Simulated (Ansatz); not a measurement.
MoS₂ (P6_3/mmc): PBEsol against LDA and r²SCAN

```xyz
6
Lattice="3.1414 0.0000 0.0000 -1.5707 2.7206 0.0000 0.0000 0.0000 12.5807" Properties=species:S:1:pos:R:3 pbc="T T T"
Mo    0.0000    1.8137    3.1452
Mo    1.5707    0.9069    9.4355
S     0.0000    1.8137    7.8765
S     1.5707    0.9069    1.5861
S     0.0000    1.8137   10.9946
S     1.5707    0.9069    4.7042
```

This cell (17.92 Å³ an atom) was relaxed by PAW under PBEsol, and each functional gets its own cell relaxed so. Quantity: dielectric response and Born charges by linear response (direction means).

Runs: (1) PBEsol, PAW on Ansatz 0.2.0's default frozen-core files (fitted under PBE), scalar-relativistic; k mesh 8×8×2, fixed occupations, cutoff 420 eV. (2) LDA, PAW on Ansatz 0.2.0's default frozen-core files (fitted under PBE), scalar-relativistic; k mesh 8×8×2, fixed occupations, cutoff 420 eV. (3) r²SCAN, PAW on Ansatz 0.2.0's default frozen-core files (fitted under PBE), scalar-relativistic; k mesh 6×6×2, fixed occupations, cutoff 500 eV.

Under PBEsol: ε∞ = 11.86, largest |Z*| = 0.96 e, ε₀ = 12.0.

Task: Which way does LDA move the volume, and by how much?

Result: a = 3.122, c = 12.075 Å, 16.99 Å³ an atom: 5.2 % smaller.

Task: What does LDA give for these quantities?

Result: 

```csv
quantity,PBEsol,LDA,change
ε∞,11.86,12.74,+7 %
largest |Z*|,0.96 e,1.05 e,+10 %
ε₀,12.0,12.9,+8 %
```

Task: Which way does r²SCAN move the volume, and by how much?

Result: a = 3.184, c = 12.974 Å, 18.99 Å³ an atom: 6.0 % larger.

Task: What does r²SCAN give for these quantities?

Result: 

```csv
quantity,PBEsol,r²SCAN,change
ε∞,11.86,11.02,-7 %
largest |Z*|,0.96 e,0.71 e,-26 %
ε₀,12.0,11.1,-8 %
```

Keep in mind: frozen-core PAW files fitted under PBE, their cores solved anew for the functional of the run; no dispersion correction, so the spacing and stiffness between layers or molecules are poor; zone-boundary modes aren't tested; field response not resolved by the mesh.
